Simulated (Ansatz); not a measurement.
Here is the system:

YGe₂:
```xyz
6
Lattice="0.0000 4.6690 4.9379 2.8049 0.0000 4.9379 2.8049 4.6690 0.0000" Properties=species:S:1:pos:R:3 pbc="T T T"
Ge     2.8049     6.0016     4.9379
Ge     2.8049     3.3364     4.9379
Ge     4.2074     5.6709     7.4069
Ge     4.2074     8.3361     7.4069
Y      0.0000     0.0000     0.0000
Y      1.4025     2.3345     2.4690
```

This is the PBE-relaxed structure.

**Question.** All from plane-wave PAW PBE (Ansatz code), unless another level is named. Give the electronic character.

**Answer.** metallic (no gap).

**Question.** Next, the formation energy from the elements (no fitted shifts)?

**Answer.** -0.47 eV/atom.

**Question.** And the density of states at the Fermi level?

**Answer.** 0.61 states/eV per atom (mean over ±0.08 eV).

Space group Fddd. The cell is a constructed one: a structure type filled with these elements; neither database checked (COD, Materials Project) lists it. Its standing as an ambient phase is unchecked. Symmetry was held in the PBE relaxation; its stability against distortions is not shown here. The run is not spin-polarised. The references are the lowest solids computed at this level, not always the standard phases. Spin–orbit coupling is left out wherever it is not named.

Potentials: the later of the program's two PAW sets.
